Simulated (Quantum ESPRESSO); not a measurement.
## Ru3PtHf2InTi (one composition in several site orders)

A calculation, not a measurement. The program is pw.x of Quantum ESPRESSO 7.5 (plane-wave density functional theory). The cell is made up: eight metal atoms on a face-centred cubic lattice, with elements, volume, strain and displacements drawn at random and not relaxed, so it may be unstable or far from any real phase. PseudoDojo standard norm-conserving files set the functional (PBE unless stated); there is no spin polarisation or spin-orbit coupling, the Fermi-Dirac width of 0.25 eV means electrons at about 2900 K, and the masses in the input are unused placeholders. Heavy elements are run without spin-orbit coupling, which real alloys of them have. A spin test at this wide smearing found no moment, but such smearing suppresses magnetism that the real alloy may have.

The runs put one composition on the sites in different orders. Cell, positions, cutoff, mesh and smearing stay as in the input of run 1; sites are counted in its order. Stress in the tables is positive in tension.

Input of run 1:

```
&control calculation='scf', pseudo_dir='./dojo.nc.sr.pbe.v0_5.standard.upf', outdir='./o', disk_io='minimal', tprnfor=.true., tstress=.true. /
&system ibrav=0, nat=8, ntyp=5, nbnd=75, ecutwfc=84.00895049, nosym=.true., tot_charge=0,
 occupations='smearing', smearing='fd', degauss=0.0183746611
/
&electrons conv_thr=1.470e-08, electron_maxstep=70, mixing_beta=0.5 /
ATOMIC_SPECIES
Hf 1.0 Hf.upf
In 1.0 In.upf
Pt 1.0 Pt.upf
Ru 1.0 Ru.upf
Ti 1.0 Ti.upf
CELL_PARAMETERS angstrom
-0.0084 4.0621 0.063
-4.1565 -0.0546 -4.0503
-4.1459 0.0714 4.0396
ATOMIC_POSITIONS angstrom
Ru 0.0586 0.0124 0.0558
Pt -2.0413 0.1414 1.9323
Hf -1.9791 -0.1772 -1.8896
Ru -4.2728 -0.1277 0.0464
In -2.1023 2.0621 0.0493
Hf -4.109 2.0621 2.0715
Ru -4.2392 1.944 -2.0487
Ti -6.2822 2.075 -0.0306
K_POINTS automatic
6 4 4 1 1 1
```

```
run  elements on sites 1 to 8  free energy less that of run 1 (eV)  -TS (eV)  pressure (GPa)  stress xx (GPa)  stress yy (GPa)  stress zz (GPa)  stress yz (GPa)  stress xz (GPa)  stress xy (GPa)  iterations
  1   Ru Pt Hf Ru In Hf Ru Ti                                0.000    -1.667            2.04            -0.21            -2.53            -3.38             4.19            -0.41            -0.40          17
  2   Ru In Ti Hf Ru Ru Pt Hf                               -0.335    -1.707            1.73             0.35            -1.67            -3.87             1.32             0.74            -1.51          19
  3   Pt Ru In Ru Hf Ti Ru Hf                               -1.395    -1.637            0.33             3.30             0.70            -4.99             3.27            -1.19            -1.45          15
  4   Pt Ru In Hf Hf Ru Ti Ru                               -0.209    -1.668            1.82            -1.02             0.44            -4.87             4.86            -0.98             1.01          19
  5   Hf Pt Ru Ru In Ti Ru Hf                               -0.337    -1.760            2.19            -4.70            -2.65             0.77             2.99             1.00            -1.69          21
  6   Hf Ti Ru Hf Ru Pt In Ru                               -1.472    -1.612           -0.06             3.23             0.56            -3.60             2.56             0.11            -0.73          17
```

Forces Fx Fy Fz (eV/Å):

| site | run 1 | run 2 | run 3 | run 4 | run 5 | run 6 |
| --- | --- | --- | --- | --- | --- | --- |
| 1 | 0.15 -0.28 0.14 | 0.63 -0.22 -0.71 | -0.22 0.01 -0.29 | 0.45 -0.22 -0.15 | -1.18 -0.34 1.04 | 0.68 -0.29 -2.37 |
| 2 | -0.30 -0.86 1.31 | -0.67 -1.16 -0.79 | 0.07 -0.74 0.47 | -0.92 -0.40 1.40 | -1.05 -1.00 1.24 | -1.86 -0.81 0.16 |
| 3 | -2.27 2.60 -2.02 | -0.52 0.65 1.61 | -1.27 2.27 -1.74 | -0.81 2.07 -2.11 | -0.25 1.08 -0.79 | -0.71 0.88 -0.37 |
| 4 | -0.72 0.46 -0.34 | 3.04 1.06 -0.19 | 0.68 0.36 -0.46 | -0.99 1.00 0.20 | -0.06 0.35 -0.27 | 0.21 0.83 0.93 |
| 5 | -0.05 -1.22 1.12 | 0.11 0.22 -1.24 | -0.69 -1.35 2.48 | 1.28 -1.83 2.06 | -1.12 -0.53 -0.58 | 0.28 -0.47 -0.28 |
| 6 | 1.20 -0.63 -0.24 | -1.32 0.03 -0.22 | 0.40 -0.32 -0.75 | 0.87 -0.13 0.00 | -1.29 0.27 -1.85 | -0.72 -0.45 0.01 |
| 7 | 1.41 0.30 0.40 | 1.03 0.50 0.60 | 0.20 0.27 0.82 | -0.02 -0.08 -0.74 | 1.48 0.56 0.13 | 1.44 0.52 1.19 |
| 8 | 0.58 -0.37 -0.37 | -2.29 -1.09 0.94 | 0.83 -0.49 -0.54 | 0.14 -0.40 -0.67 | 3.46 -0.38 1.09 | 0.68 -0.22 0.73 |

The sites are displaced and not relaxed, so the energy differences mix bonding between neighbours with strain and are not ordering energies. A rerun of one cell of this series at a higher cutoff and on a denser mesh moved values by no more than 0.004 eV in energy, 0.02 GPa in stress and 0.008 eV/Å in force, and a second program with other atomic files agreed on that cell to 2 % rms in force and 0.5 GPa in pressure.